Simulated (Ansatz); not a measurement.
The relaxed structure here is a generated cell of WSe2: the first start was made by a random draw of sites in a space group, and the end was not matched to a known phase here, so it may be hypothetical. Known forms of WSe2 include space group No. 194.

One stationary structure of WSe$_{2}$. Space group Pnnm (No. 58), AFLOW prototype AB2_oP6_58_a_g (as in Fe2C). These are PBEsol (plane waves to 420 eV, PAW, scalar-relativistic; Ansatz, a quantum-chemistry and plane-wave program) values and carry that method's errors.

```cif
data_Se4W2
_chemical_formula_sum 'Se4 W2'
_space_group_name_H-M_alt 'P 1'
_space_group_IT_number 1
_cell_length_a 5.56452
_cell_length_b 6.29562
_cell_length_c 3.24229
_cell_angle_alpha 90.000
_cell_angle_beta 90.000
_cell_angle_gamma 90.000
loop_
_space_group_symop_operation_xyz
  'x, y, z'
loop_
_atom_site_label
_atom_site_type_symbol
_atom_site_fract_x
_atom_site_fract_y
_atom_site_fract_z
_atom_site_occupancy
Se1 Se 0.69550 0.64437 0.00000 1
Se2 Se 0.30450 0.35563 0.00000 1
Se3 Se 0.19550 0.85563 0.50000 1
Se4 Se 0.80450 0.14437 0.50000 1
W1 W 0.00000 0.50000 0.50000 1
W2 W 0.50000 0.00000 0.00000 1
```

- Volume per atom = 18.93 Å³
- Band gap = zero (metallic)
- Shortest distances = Se–W 2.49 Å; Se–Se 2.84 Å; W–W 3.24 Å
- k-mesh = 9×8×14

Band energies at high-symmetry points (eV from the Fermi level; labels of this space group; no spin-orbit coupling), from −5 eV up to 4.2 eV:

```tsv
point	energies
Γ	-4.90 -4.12 -3.95 -2.96 -2.88 -2.21 -1.43 -1.36 -0.47 0.06 0.08 0.14 0.36 0.37 0.63 3.39
X	-4.52 -4.52 -4.38 -4.38 -3.07 -3.07 -1.69 -1.69 -1.42 -1.42 -1.03 -1.03 1.62 1.62 1.65 1.65 3.46 3.46 4.12 4.12
S	-4.60 -4.60 -3.27 -3.27 -3.20 -3.20 -2.74 -2.74 -1.92 -1.92 -0.12 -0.12 0.29 0.29 1.88 1.88 4.15 4.15 4.17 4.17
Y	-4.42 -4.42 -2.84 -2.84 -1.77 -1.77 -1.41 -1.41 -0.94 -0.94 1.44 1.44 1.53 1.53 3.21 3.21 3.94 3.94
Z	-4.74 -4.74 -4.32 -4.32 -4.26 -4.26 -2.13 -2.13 -0.19 -0.19 1.74 1.74 2.29 2.29 2.55 2.55 4.08 4.08
U	-4.57 -4.57 -3.56 -3.56 -1.13 -1.13 -0.19 -0.19 -0.03 -0.03 2.50 2.50 3.47 3.47
R	-4.49 -4.49 -4.44 -4.44 -2.75 -2.75 -1.90 -1.90 -0.48 -0.48 0.81 0.81 2.43 2.43 3.44 3.44
T	-4.42 -4.42 -4.02 -4.02 -2.72 -2.72 -2.63 -2.63 -1.48 -1.48 1.27 1.27 2.58 2.58 3.54 3.54
```

No spin polarisation in the result.

It was reached from a disturbed copy of a P4₂/mnm (No. 136) cell (rutile type), against which it lies -0.12 eV/atom.
